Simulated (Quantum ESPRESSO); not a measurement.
Hf3NbNO7, one run as intended and one with a planted mistake

A calculation, not a measurement. The program is pw.x of Quantum ESPRESSO 7.5 (plane-wave density functional theory). The cell is made up: 12 atoms on a rutile lattice, with randomly drawn elements, strain and displacements, not relaxed. PseudoDojo standard norm-conserving files (v0.5 for PBE, v0.4.1 for LDA and PBEsol) set the functional; there is no spin polarisation, spin-orbit coupling or dispersion term, and the masses in the input are unused placeholders.

The hafnium pseudopotential is less sure than the others, with forces about 3 percent (worst 6) and pressure in oxides about 1.5 GPa (worst 2.7) from a second method in checks, which no rerun with the same files tests.

Intended input:

```
&control calculation='scf', pseudo_dir='./dojo.nc.sr.pbe.v0_5.standard.upf', outdir='./o', disk_io='medium', tprnfor=.true., tstress=.true. /
&system ibrav=0, nat=12, ntyp=4, nbnd=54, ecutwfc=84.00895049, nosym=.true., tot_charge=0,
 occupations='smearing', smearing='fd', degauss=0.0018374661
/
&electrons conv_thr=7.350e-09, electron_maxstep=60, /
ATOMIC_SPECIES
Hf 1.0 Hf.upf
N 1.0 N.upf
Nb 1.0 Nb.upf
O 1.0 O.upf
CELL_PARAMETERS angstrom
4.8695 0.0145 0.0839
0.0145 4.823 0.0089
0.111 0.0118 6.4405
ATOMIC_POSITIONS angstrom
Hf -0.0027 -0.0008 0.0202
Hf 2.4272 2.335 1.6328
Hf 0.0935 -0.0182 3.2993
Nb 2.5755 2.4073 4.8919
N 1.5341 1.4325 0.0634
O 3.321 3.3745 0.0813
O 3.9516 0.9942 1.7182
O 0.9993 3.9468 1.6711
O 1.4544 1.4694 3.1863
O 3.4831 3.3359 3.2323
O 4.0541 1.0733 4.9532
O 0.9531 3.8861 4.7759
K_POINTS automatic
5 5 4 1 1 1
```

The log is shortened where brackets say so; the opening notice, blank lines, dates and the lines on written files are dropped, and the path of the files is cut. It prints rydbergs, bohrs and kilobars, and counts compression as positive stress. Where no state is partly filled, the Fermi energy that it prints is only some level between the filled and the empty states on the mesh, and need not lie in the true gap.

Log of the intended run:

```
     Program PWSCF v.7.5
     Parallel version (MPI & OpenMP), running on       1 processor cores
     Number of MPI processes:                 1
     Threads/MPI process:                     1
     [start-up lines left out]
     bravais-lattice index     =            0
     lattice parameter (alat)  =       9.2034  a.u.
     unit-cell volume          =    1020.4308 (a.u.)^3
     number of atoms/cell      =           12
     number of atomic types    =            4
     number of electrons       =        96.00
     number of Kohn-Sham states=           54
     kinetic-energy cutoff     =      84.0090  Ry
     charge density cutoff     =     336.0358  Ry
     scf convergence threshold =      7.3E-09
     mixing beta               =       0.7000
     number of iterations used =            8  plain     mixing
     Exchange-correlation= PBE
                           (   1   4   3   4   0   0   0)
     [axes and pseudopotential details left out]
   Cartesian axes
     site n.     atom                  positions (alat units)
         1        Hf     tau(   1) = (  -0.0005544  -0.0001643   0.0041476  )
         2        Hf     tau(   2) = (   0.4983734   0.4794421   0.3352604  )
         3        Hf     tau(   3) = (   0.0191982  -0.0037370   0.6774403  )
         4        Nb     tau(   4) = (   0.5288236   0.4942873   1.0044465  )
         5        N      tau(   5) = (   0.3149945   0.2941331   0.0130178  )
         6        O      tau(   6) = (   0.6818960   0.6928811   0.0166932  )
         7        O      tau(   7) = (   0.8113761   0.2041376   0.3527954  )
         8        O      tau(   8) = (   0.2051848   0.8103906   0.3431245  )
         9        O      tau(   9) = (   0.2986298   0.3017097   0.6542382  )
        10        O      tau(  10) = (   0.7151797   0.6849554   0.6636833  )
        11        O      tau(  11) = (   0.8324223   0.2203791   1.0170332  )
        12        O      tau(  12) = (   0.1956986   0.7979271   0.9806284  )
     number of k points=    50  Fermi-Dirac smearing, width (Ry)=  0.0018
                       cart. coord. in units 2pi/alat
        k(    1) = (   0.0981197   0.1005136   0.0926486), wk =   0.0400000
        k(    2) = (   0.0948625   0.1001744   0.2817529), wk =   0.0400000
     [further k points left out]
     Dense  grid:   106157 G-vectors     FFT dimensions: (  54,  54,  72)
     Estimated max dynamical RAM per process >     180.90 MB
     Initial potential from superposition of free atoms
     starting charge      95.9921, renormalised to      96.0000
     Starting wfcs are   72 randomized atomic wfcs
     total cpu time spent up to now is       27.8 secs
     per-process dynamical memory:   109.3 Mb
     Self-consistent Calculation
     iteration #  1     ecut=    84.01 Ry     beta= 0.70
     Davidson diagonalization with overlap
     ethr =  1.00E-02,  avg # of iterations =  2.0
     total cpu time spent up to now is       89.8 secs
     total energy              =    -713.58727190 Ry
     estimated scf accuracy    <       6.08821412 Ry
     iteration #  2     ecut=    84.01 Ry     beta= 0.70
     Davidson diagonalization with overlap
     ethr =  6.34E-03,  avg # of iterations =  6.2
     total cpu time spent up to now is      187.8 secs
     total energy              =    -710.17699318 Ry
     estimated scf accuracy    <      37.80066018 Ry
     [iterations 3 to 15 left out]
     iteration # 16     ecut=    84.01 Ry     beta= 0.70
     Davidson diagonalization with overlap
     ethr =  9.76E-11,  avg # of iterations =  4.7
     total cpu time spent up to now is     1043.9 secs
     total energy              =    -716.75321767 Ry
     estimated scf accuracy    <       0.00000002 Ry
     iteration # 17     ecut=    84.01 Ry     beta= 0.70
     Davidson diagonalization with overlap
     ethr =  2.05E-11,  avg # of iterations =  2.1
     total cpu time spent up to now is     1094.9 secs
     End of self-consistent calculation
     [lines on levels left out]
     the Fermi energy is    10.9390 ev
!    total energy              =    -716.75321767 Ry
     estimated scf accuracy    <          2.3E-09 Ry
     smearing contrib. (-TS)   =      -0.00000000 Ry
     internal energy E=F+TS    =    -716.75321767 Ry
     The total energy is F=E-TS. E is the sum of the following terms:
     one-electron contribution =    -175.83611649 Ry
     hartree contribution      =     137.17565683 Ry
     xc contribution           =    -176.53458522 Ry
     ewald contribution        =    -501.55817279 Ry
     convergence has been achieved in  17 iterations
     Forces acting on atoms (cartesian axes, Ry/au):
     atom    1 type  1   force =     0.02129570    0.01066869    0.07982532
     atom    2 type  1   force =     0.00080498    0.02450436    0.00350732
     atom    3 type  1   force =    -0.04250136    0.01036437   -0.11688241
     atom    4 type  3   force =    -0.03838654   -0.03093091    0.09419523
     atom    5 type  2   force =     0.01282190    0.03062272   -0.13957851
     atom    6 type  4   force =     0.00298003    0.00710597   -0.08520777
     atom    7 type  4   force =     0.00819586   -0.02352760   -0.01195275
     atom    8 type  4   force =    -0.00716993   -0.01302433   -0.01554483
     atom    9 type  4   force =     0.04990885    0.03571185    0.08378303
     atom   10 type  4   force =    -0.03542168   -0.01053024    0.06287354
     atom   11 type  4   force =    -0.03918846    0.01561641   -0.01485340
     atom   12 type  4   force =     0.06666067   -0.05658128    0.05983523
     Total force =     0.304781     Total SCF correction =     0.000089
     Computing stress (Cartesian axis) and pressure
          total   stress  (Ry/bohr**3)                   (kbar)     P=        6.05
   0.00007611   0.00003735  -0.00009110           11.20        5.49      -13.40
   0.00003735   0.00015352  -0.00002947            5.49       22.58       -4.34
  -0.00009110  -0.00002947  -0.00010623          -13.40       -4.34      -15.63
     init_run     :     24.73s CPU     27.16s WALL (       1 calls)
     electrons    :   1017.91s CPU   1067.16s WALL (       1 calls)
     forces       :      9.86s CPU      9.96s WALL (       1 calls)
     stress       :     39.18s CPU     40.44s WALL (       1 calls)
     [timing details left out]
     PWSCF        :  18m12.01s CPU  19m 6.65s WALL
     JOB DONE.
```

A second run has one planted mistake: the k-point mesh is too coarse. The input lines that differ, file-writing options aside:

```
- 5 5 4 1 1 1
+ 1 1 1 1 1 1
```

Its log:

```
     Program PWSCF v.7.5
     Parallel version (MPI & OpenMP), running on       1 processor cores
     Number of MPI processes:                 1
     Threads/MPI process:                     1
     [start-up lines left out]
     bravais-lattice index     =            0
     lattice parameter (alat)  =       9.2034  a.u.
     unit-cell volume          =    1020.4308 (a.u.)^3
     number of atoms/cell      =           12
     number of atomic types    =            4
     number of electrons       =        96.00
     number of Kohn-Sham states=           54
     kinetic-energy cutoff     =      84.0090  Ry
     charge density cutoff     =     336.0358  Ry
     scf convergence threshold =      7.3E-09
     mixing beta               =       0.7000
     number of iterations used =            8  plain     mixing
     Exchange-correlation= PBE
                           (   1   4   3   4   0   0   0)
     [axes and pseudopotential details left out]
   Cartesian axes
     site n.     atom                  positions (alat units)
         1        Hf     tau(   1) = (  -0.0005544  -0.0001643   0.0041476  )
         2        Hf     tau(   2) = (   0.4983734   0.4794421   0.3352604  )
         3        Hf     tau(   3) = (   0.0191982  -0.0037370   0.6774403  )
         4        Nb     tau(   4) = (   0.5288236   0.4942873   1.0044465  )
         5        N      tau(   5) = (   0.3149945   0.2941331   0.0130178  )
         6        O      tau(   6) = (   0.6818960   0.6928811   0.0166932  )
         7        O      tau(   7) = (   0.8113761   0.2041376   0.3527954  )
         8        O      tau(   8) = (   0.2051848   0.8103906   0.3431245  )
         9        O      tau(   9) = (   0.2986298   0.3017097   0.6542382  )
        10        O      tau(  10) = (   0.7151797   0.6849554   0.6636833  )
        11        O      tau(  11) = (   0.8324223   0.2203791   1.0170332  )
        12        O      tau(  12) = (   0.1956986   0.7979271   0.9806284  )
     number of k points=     1  Fermi-Dirac smearing, width (Ry)=  0.0018
                       cart. coord. in units 2pi/alat
        k(    1) = (  -0.4922270  -0.5027376  -0.3686907), wk =   2.0000000
     Dense  grid:   106157 G-vectors     FFT dimensions: (  54,  54,  72)
     Estimated max dynamical RAM per process >     180.90 MB
     Initial potential from superposition of free atoms
     starting charge      95.9921, renormalised to      96.0000
     Starting wfcs are   72 randomized atomic wfcs
     total cpu time spent up to now is        2.6 secs
     per-process dynamical memory:   106.8 Mb
     Self-consistent Calculation
     iteration #  1     ecut=    84.01 Ry     beta= 0.70
     Davidson diagonalization with overlap
     ethr =  1.00E-02,  avg # of iterations =  2.0
     total cpu time spent up to now is        3.6 secs
     total energy              =    -713.47763717 Ry
     estimated scf accuracy    <       6.16651604 Ry
     iteration #  2     ecut=    84.01 Ry     beta= 0.70
     Davidson diagonalization with overlap
     ethr =  6.42E-03,  avg # of iterations =  6.0
     total cpu time spent up to now is        5.1 secs
     total energy              =    -709.61744786 Ry
     estimated scf accuracy    <      40.94088637 Ry
     [iterations 3 to 16 left out]
     iteration # 17     ecut=    84.01 Ry     beta= 0.70
     Davidson diagonalization with overlap
     ethr =  1.99E-10,  avg # of iterations =  2.0
     total cpu time spent up to now is       26.3 secs
     total energy              =    -716.68616777 Ry
     estimated scf accuracy    <       0.00000008 Ry
     iteration # 18     ecut=    84.01 Ry     beta= 0.70
     Davidson diagonalization with overlap
     ethr =  8.58E-11,  avg # of iterations =  5.0
     total cpu time spent up to now is       28.0 secs
     End of self-consistent calculation
     [lines on levels left out]
     the Fermi energy is    10.9318 ev
!    total energy              =    -716.68616779 Ry
     estimated scf accuracy    <          2.7E-09 Ry
     smearing contrib. (-TS)   =       0.00000000 Ry
     internal energy E=F+TS    =    -716.68616779 Ry
     The total energy is F=E-TS. E is the sum of the following terms:
     one-electron contribution =    -176.01174563 Ry
     hartree contribution      =     137.48300941 Ry
     xc contribution           =    -176.59925877 Ry
     ewald contribution        =    -501.55817279 Ry
     convergence has been achieved in  18 iterations
     Forces acting on atoms (cartesian axes, Ry/au):
     atom    1 type  1   force =     0.02060276    0.02672966    0.08559476
     atom    2 type  1   force =    -0.00256314    0.03583410    0.00278377
     atom    3 type  1   force =    -0.03649488    0.02097776   -0.10724493
     atom    4 type  3   force =    -0.04033348   -0.02183858    0.10711975
     atom    5 type  2   force =     0.02071665    0.02210950   -0.14346153
     atom    6 type  4   force =     0.01029648    0.01091843   -0.08778762
     atom    7 type  4   force =     0.01328459   -0.03195494   -0.01212059
     atom    8 type  4   force =    -0.00981187   -0.01396799   -0.00936098
     atom    9 type  4   force =     0.04765295    0.02884514    0.07022534
     atom   10 type  4   force =    -0.04670085   -0.03061264    0.05358460
     atom   11 type  4   force =    -0.04127534    0.01411784   -0.00978358
     atom   12 type  4   force =     0.06462614   -0.06115829    0.05045101
     Total force =     0.307010     Total SCF correction =     0.000152
     Computing stress (Cartesian axis) and pressure
          total   stress  (Ry/bohr**3)                   (kbar)     P=       26.72
   0.00043527  -0.00000031  -0.00009320           64.03       -0.05      -13.71
  -0.00000031   0.00050127  -0.00002559           -0.05       73.74       -3.76
  -0.00009320  -0.00002559  -0.00039172          -13.71       -3.76      -57.62
     init_run     :      2.30s CPU      2.43s WALL (       1 calls)
     electrons    :     24.12s CPU     25.40s WALL (       1 calls)
     forces       :      0.58s CPU      0.63s WALL (       1 calls)
     stress       :      1.96s CPU      2.17s WALL (       1 calls)
     [timing details left out]
     PWSCF        :     29.12s CPU     30.86s WALL
     JOB DONE.
```

|  | intended run | run with the mistake |
| --- | --- | --- |
| free energy (eV) | -9751.924 | -9751.012 |
| smearing term -TS (eV) | 0.0000 | 0.0000 |
| pressure (GPa) | 0.61 | 2.67 |
| largest force component (eV/Å) | 3.589 | 3.689 |
| largest change of a force component (eV/Å) |  | 0.516 |
| iterations | 17 | 18 |

For scale, a rerun of the intended cell at a cutoff of 1467 eV and k mesh 7 x 7 x 6 moved values by no more than 0.004 eV in energy, 0.04 GPa in stress and 0.003 eV/Å in force.